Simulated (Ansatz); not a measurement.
The start is a relaxed ZnO cell with every coordinate shifted by Gaussian noise of σ = 0.2 Å. A full variable-cell relaxation at zero pressure is run with PBE (plane waves to 420 eV, PAW, scalar-relativistic; Ansatz, a first-principles code). The first steps use a coarse 8×8×5 k-mesh.

Initial structure:
```
CELL_PARAMETERS angstrom
      3.27991     0.00000     0.00000
     -1.63996     2.84049     0.00000
      0.00000     0.00000     5.29408
ATOMIC_POSITIONS crystal
  Zn 0.67730 0.33897 0.99881
  Zn 0.24154 0.58181 0.50340
  O  0.59533 0.42849 0.66660
  O  0.28330 0.56449 0.11019
```

| Quantity | Result |
|---|---|
| Initial pressure | +12.2 GPa (positive: the cell is compressed) |
| Energy released | 0.33 eV/atom |
| Relative to the parent | The parent structure is recovered, P6₃mc (No. 186) |
| Shortest distances (start → end) | The closest pairs of elements (up to four, under 3.6 Å), start → end: O–Zn 1.71 → 2.00 Å; O–O 2.69 → 3.25 Å; Zn–Zn 3.08 → 3.25 Å |
| Band gap at the end | 0.74 eV, direct at Γ (no spin-orbit coupling) |
| Optimiser moves | 6 |

Relaxed structure:

```cif
data_O2Zn2
_chemical_formula_sum 'Zn2 O2'
_space_group_name_H-M_alt 'P63mc'
_space_group_IT_number 186
_space_group_name_Hall 'P 6c -2c'
_cell_length_a 3.27999
_cell_length_b 3.27999
_cell_length_c 5.29393
_cell_angle_alpha 90.000
_cell_angle_beta 90.000
_cell_angle_gamma 120.000
loop_
_atom_site_label
_atom_site_type_symbol
_atom_site_symmetry_multiplicity
_atom_site_Wyckoff_symbol
_atom_site_fract_x
_atom_site_fract_y
_atom_site_fract_z
_atom_site_occupancy
Zn1 Zn 2 b 0.66667 0.33333 0.00929 1
O1 O 2 b 0.33333 0.66667 0.13020 1
```

Final values are on a 12×12×6 k-mesh of the relaxed cell. No spin polarisation in the result.
